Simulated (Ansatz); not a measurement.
## Cd3Pd: relaxation of cell and atoms

These are results of DFT, LDA, PAW with Ansatz's default frozen-core files, scalar-relativistic (Ansatz 0.2.0), not measurements.

Command: `ansatz run input.yaml --threads 1 --pin off --max-ram 3072MiB --backend cpu --events-out ev --progress --plain --runs-dir out` The run took 50 s on 1 thread of AMD EPYC (Zen 3), with other jobs on the host, peak memory 0.47 GiB.

```yaml
crystal:
  lattice:
    - [4.3178387378, 0.0, 0.0]
    - [0.0, 4.3178387378, 0.0]
    - [0.0, 0.0, 4.3178387378]
  atoms:
    - { symbol: Cd, position: [0.0, 0.5, 0.5] }
    - { symbol: Cd, position: [0.5, 0.0, 0.5] }
    - { symbol: Cd, position: [0.5, 0.5, 0.0] }
    - { symbol: Pd, position: [0.0, 0.0, 0.0] }
kpoints:
  mp_grid: { grid: [8, 8, 8] }
scf:
  occupations: { method: fermi_dirac, width: 0.05 }
hamiltonian:
  xc: lda
  pseudopotentials: { kind: paw }
output:
  forces: true
  stress: true
  efg: { contact_densities: true }
relax:
  f_tol: 0.005
  max_steps: 80
  cell: {}
```

Spin polarisation is left out, and whether a magnetic state lies lower isn't shown here.

Structure from Materials Project entry mp-1183621 (possibly hypothetical). The listed cell was then made from it by scaling, straining or moving an atom.

The cutoff is 420 eV; energies and pressures of the walk include the program's estimate of the Pulay term. The PAW files were made with PBE; their cores are remade for this functional.

Each frame lists the cell vectors (Å), then Cartesian positions (Å); symmetry keeps all forces zero. Free energies count from the first step, -31198.7571 eV.

The walk took 5 evaluations in all; steps that aren't listed are left out.

Step 1: E = 0.0 meV, P = -11.82 GPa

```
cell 4.3178 0.0000 0.0000 0.0000 4.3178 0.0000 0.0000 0.0000 4.3178
Cd    0.0000    2.1589    2.1589
Cd    2.1589    0.0000    2.1589
Cd    2.1589    2.1589    0.0000
Pd    0.0000    0.0000    0.0000
```

(1) How does the relaxation end?

Results:

(1) It converges, with a = 4.105 Å, b = 4.105 Å, c = 4.105 Å, α = 90.00°, β = 90.00°, γ = 90.00° (conventional cell, space group Pm-3m). The last solve (on a basis chosen afresh for the final cell, so its energy is not quite comparable) gives E = -492.3 meV, P = 0.00 GPa:
```
cell 4.1053 0.0000 0.0000 0.0000 4.1053 0.0000 0.0000 0.0000 4.1053
Cd    0.0000    2.0527    2.0527
Cd    2.0527    0.0000    2.0527
Cd    2.0527    2.0527    0.0000
Pd    0.0000    0.0000    0.0000
```
